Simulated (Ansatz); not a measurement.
TePt:
```yaml
crystal:
  lattice:
    - [3.60081, 0.00000, 0.00000]
    - [0.00000, 3.49420, 0.00000]
    - [0.00000, 0.00000, 7.23374]
  atoms:
    - { symbol: Pt, position: [0.25000, 0.00000, 0.85614] }
    - { symbol: Pt, position: [0.75000, 0.00000, 0.14386] }
    - { symbol: Te, position: [0.25000, 0.50000, 0.27875] }
    - { symbol: Te, position: [0.75000, 0.50000, 0.72125] }
```

Relaxed with PBEsol. Special points in fractions of this cell's reciprocal vectors: Γ (0.000, 0.000, 0.000); X (0.500, 0.000, 0.000); S (0.500, 0.500, 0.000); Y (0.000, 0.500, 0.000); Z (0.000, 0.000, 0.500); U (0.500, 0.000, 0.500); R (0.500, 0.500, 0.500); T (0.000, 0.500, 0.500).

Question: List the band energies nearest the Fermi level at these points for PBEsol in the plane-wave PAW code Ansatz.

Answer: In eV from the Fermi level; about four levels below and three above (degenerate sets whole), none deeper than 8.9 eV; points with the same levels are listed once.

```json
[
 {"k": "Γ", "below": "-2.79 -2.37 -1.05 -0.51", "above": "0.67 1.55 1.61"},
 {"k": "X", "below": "-2.46 -2.46 -1.46 -1.46", "above": "2.90 2.90 3.62 3.62"},
 {"k": "S", "below": "-1.54 -1.54 -1.52 -1.52", "above": "0.39 0.39 1.15 1.15"},
 {"k": "Y", "below": "-1.73 -1.73 -0.57 -0.33", "above": "2.25 3.25 5.24"},
 {"k": "Z", "below": "-2.35 -0.81 -0.67 -0.22", "above": "1.22 1.22 3.30"},
 {"k": "U", "below": "-2.46 -2.46 -1.66 -1.66", "above": "2.44 2.44 2.88 2.88"},
 {"k": "R", "below": "-1.21 -1.21 0.00 0.00", "above": "1.43 1.43 5.04 5.04"},
 {"k": "T", "below": "-1.75 -1.73 -1.67 -0.66", "above": "0.22 2.48 3.03"}
]
```

Space group Pmma. The start of the workflow was typed in or built on a structure type; neither database checked (COD, Materials Project) lists it. COD files the formula under space group No. 166, 194. Whether it is the stable phase at ambient conditions was not checked. The PBEsol relaxation kept the symmetry of its start; whether a distortion lowers the energy is not shown. The run is not spin-polarised. The volume moved by 16 % from the start of the relaxation. Scalar-relativistic: spin–orbit coupling is off unless named, which matters more the heavier the elements.

Potentials: the earlier of the program's two PAW sets. The files were generated under PBE; for other functionals the program regenerates the frozen cores, and for LDA and PBEsol the local potential too.
